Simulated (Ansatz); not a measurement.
Input:

B:
Space group Pm-3m (No. 221); a = 1.886 Å, b = 1.886 Å, c = 1.886 Å, α = 90.00°, β = 90.00°, γ = 90.00°

```csv
atom,site,symmetry,x,y,z
B,1a,m-3m,0.0000,0.0000,0.0000
```

This is the r²SCAN-relaxed structure.

All from r²SCAN in the plane-wave PAW code Ansatz, unless another level is named. Estimate the electronic character.

metallic (no gap).

And the density of states at the Fermi level?

0.27 states/eV per atom (mean over ±0.08 eV).

A made-up cell: these elements were put on the sites of a structure type; neither database checked (COD, Materials Project) lists it. It is not the phase usual at ambient conditions (space group No. 166). The r²SCAN relaxation kept the symmetry of its start; whether a distortion lowers the energy is not shown.

Potentials: the earlier of the program's two PAW sets.
